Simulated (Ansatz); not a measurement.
**Calculated with Ansatz: Sc3CoO4, settings compared**

Run with:

```bash
ansatz run input.yaml --threads 1 --pin off --max-ram 2560MiB --backend cpu --events-out ev --progress --plain --runs-dir out
```

The input file (Ansatz 0.2.0, plane waves):

```yaml
crystal:
  lattice:
    - [0.0, 4.47891261, 0.0]
    - [3.46731356, 0.0, 0.0]
    - [1.73365678, 2.2394558, -6.14031224]
  atoms:
    - { symbol: Sc, position: [0.0, 0.5, 0.0] }
    - { symbol: Sc, position: [0.68806, 0.68806, 0.62388] }
    - { symbol: Sc, position: [0.31194, 0.31194, 0.37612] }
    - { symbol: Co, position: [0.5, 0.0, 0.0] }
    - { symbol: O, position: [0.04137, 0.87507, 0.24986] }
    - { symbol: O, position: [0.70877, 0.87507, 0.24986] }
    - { symbol: O, position: [0.95863, 0.12493, 0.75014] }
    - { symbol: O, position: [0.29123, 0.12493, 0.75014] }
  symmetry: { tolerance: 0.0003 }
kpoints:
  mp_grid: { grid: [5, 5, 5], shift: [0, 0, 0] }
magnetization:
  spin_polarized: false
scf:
  occupations: { method: gaussian, width: 0.0293 }
hamiltonian:
  pseudopotentials: { kind: paw }
  xc: r2scan
basis:
  ecutwfc: 500
output:
  forces: true
  stress: true
  eigenvalues: true
```

Origin of the cell: a known structure type with other elements, at an estimated volume, so it need not be a known compound.

Output of this run (shortened):

```
SCF iter   1: F=—  HF=-13824.434429 eV  Δρ=5.68e-2  dr2=3.06e0  dr2_τ=3.50e-1  defer=1
SCF iter   2: F=—  HF=-13826.412747 eV  Δρ=2.61e-1  dr2=6.27e1  dr2_τ=6.09e-1  defer=62  recentre
SCF iter   3: F=—  HF=-13824.663944 eV  Δρ=4.18e-2  dr2=1.58e0  dr2_τ=3.92e-2  defer=76
SCF iter   4: F=—  HF=-13824.597773 eV  Δρ=1.12e-2  dr2=1.45e-1  dr2_τ=2.79e-3  defer=74
SCF iter   5: F=—  HF=-13824.585099 eV  Δρ=1.06e-2  dr2=8.95e-2  dr2_τ=3.65e-3  defer=74
[… 6 lines left out …]
SCF iter  12: F=—  HF=-13824.585490 eV  Δρ=3.96e-4  dr2=1.53e-4  dr2_τ=2.44e-6  defer=71
SCF iter  13: F=—  HF=-13824.585486 eV  Δρ=1.11e-4  dr2=1.07e-5  dr2_τ=8.96e-7  defer=71
SCF iter  14: F=—  HF=-13824.585485 eV  Δρ=2.68e-5  dr2=6.89e-7  dr2_τ=4.22e-8  defer=71
SCF iter  15: F=—  HF=-13824.585485 eV  Δρ=2.36e-5  dr2=4.99e-7  dr2_τ=6.58e-9  defer=71
SCF iter  16: F=-13824.585485 eV  HF=-13824.585485 eV  Δρ=7.17e-6  dr2=4.53e-8  dr2_τ=8.93e-10
SCF 1 converged in 16 iterations: F = -13824.585485 eV  dr2 = 4.53e-8
SCF converged after 16 iterations
Free energy (F): -13824.585485 eV
Harris-Foulkes:  -13824.585485 eV  (|F-HF|=3.84e-8)
Internal energy: -13824.582104 eV  (E = F + TS)
E sigma→0 (E₀):  -13824.583794 eV
Entropy (-TS):   -0.003382 eV (-0.423 meV/atom)
Fermi energy:    13.697948 eV
--- Per-component energies (eV) ---
  E_band       = -758.835936
  E_kinetic    = 1949.613836
  E_local      = -7243.485641  (includes V_loc(G=0)·N_el)
  E_nonlocal   = 904.454814
  E_hartree    = 2836.059644
  E_xc         = -753.927853
  E_vxc        = -1081.748360  (∫ρ·V_xc dr)
  E_paw        = -5060.599022  (= ΣΔE_a)
  E_vpaw       = -1030.271988  (= ΣTr[D̂ρ^β])
  E_aug_tail   = 0.003946  (compensation charges beyond the density's cutoff)
  E_vtau       = 70.463007  (kinetic-family band-sum trace: ∫τ·v_τ [+ j·A + Jᵃ·Aᵃ] dr)
  E_ewald      = -6455.563381
  E_core_change = -1.138446  (= ΣΔE_core)
  E_smearing   = -0.003382  (= −TS)
  Σ components = -13824.585485   (vs F -13824.585485, Δ=0.00e0)
--- Forces (eV/Å), atoms counted from 1 ---
  atom   1  Sc     0.000000    -0.000000     0.000000
[… 2 lines left out …]
  atom   4  Co     0.000000    -0.000000     0.000000
  atom   5  O      0.000000     9.012504    -0.211719
  atom   6  O     -0.000000    -9.012504    -0.211718
  atom   7  O     -0.000000    -9.012504     0.211719
  atom   8  O      0.000000     9.012504     0.211718
  max |Σ_I F_I| component: 1.78e-15 eV/Å
--- Stress (GPa, compression-positive) ---
      -19.963349      -0.000000      -0.000000
       -0.000000      43.482753      -0.000002
       -0.000000      -0.000002     -16.123346
  P = ⅓ Tr σ = 2.4654 GPa (24.654 kbar)
```

The same input was run again with these changes:

1. `scf.mixing.algorithm` default → anderson; `scf.mixing.beta` default → 0.5; `scf.mixing.ndim` default → 4
2. `kpoints.mp_grid.grid` [5, 5, 5] → [3, 3, 3]
3. `scf.algorithm` default → direct_min; `scf.lower_state_search` default → light
4. `basis.ecutwfc` 500 → "700 eV"

```tsv
run	end	SCF iterations	P (GPa)	max force component (eV/Å)	moment (μB)	ΔE(σ→0) (meV/atom)
base	converged	16	2.47	9.013	–	0
1	converged	15	2.47	9.012	–	0.00
2	converged	14	3.14	9.370	–	-0.44
3	converged	9	2.47	9.012	–	0.00
4	converged	15	2.44	9.004	–	-3.63
```

Energies are compared only where functional, datasets, charge and starting cell are the same.

Not properties of the system: run 2 (too coarse or loose: `kpoints.mp_grid.grid` = [3, 3, 3]).

Caveats of the base run: no spin polarisation, so a magnetic state may lie lower; the given cell is far from equilibrium, with atoms too close or a volume far off; the k mesh is coarse if the cell is a metal.

The base run took 33 s of wall time on 1 CPU thread(s) of a shared host, from the program's own first density.
